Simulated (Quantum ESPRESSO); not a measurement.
# Kohn-Sham bands of TaS2 (CdI2 type)

```yaml
crystal:
  lattice:
    - [3.38286, 0.00000, 0.00000]
    - [-1.69143, 2.92964, 0.00000]
    - [0.00000, 0.00000, 6.16798]
  atoms:
    - { symbol: Ta, position: [0.00000, 0.00000, 0.00000] }
    - { symbol: S, position: [0.66667, 0.33333, 0.75428] }
    - { symbol: S, position: [0.33333, 0.66667, 0.24572] }
```

Structure: Materials Project mp-1690, symmetrised, not relaxed again. COD (Crystallography Open Database) has the formula in 4 space groups, this one among them (matched by group alone). Level: PBEsol, no spin polarisation, no spin-orbit coupling; pw.x of Quantum ESPRESSO at 47 Ry with PseudoDojo potentials, 12×12×6 k-points, Wannier90. Density: 12×12×6 mesh, cold smearing 0.01 Ry. The cell is built of weakly bound layers, chains or molecules, whose nearest atoms lie 3.70 Å apart. Database cells relaxed without dispersion often hold them too far apart, which can enlarge gaps and weakens couplings between them; spacing and stacking were not compared with the measured crystal. Spin-orbit coupling is left out although heavy elements are present.

Energies are relative to the Fermi level; weights are on the orthonormalised atomic waves of the pseudopotential files, averaged over the group. 25 electrons a cell are treated as valence.

### Question
Into which isolated groups do the bands fall, where do they lie and what are they made of?

### Answer
| bands | from (eV) | to (eV) | filling | weight on atomic waves |
|---|---|---|---|---|
| 1 | -68.88 | -68.87 | filled | Ta 5s 98 % |
| 2–4 | -35.55 | -35.24 | filled | Ta 5p 98 % |
| 5–6 | -14.80 | -12.52 | filled | S 3s 78 %, Ta 5d 11 %, Ta 6s 8 % |
| 7–15 | -6.80 | 2.90 | partly filled | S 3p 54 %, Ta 5d 39 % |

No gap over 0.05 eV opens at the Fermi level at this level of theory.
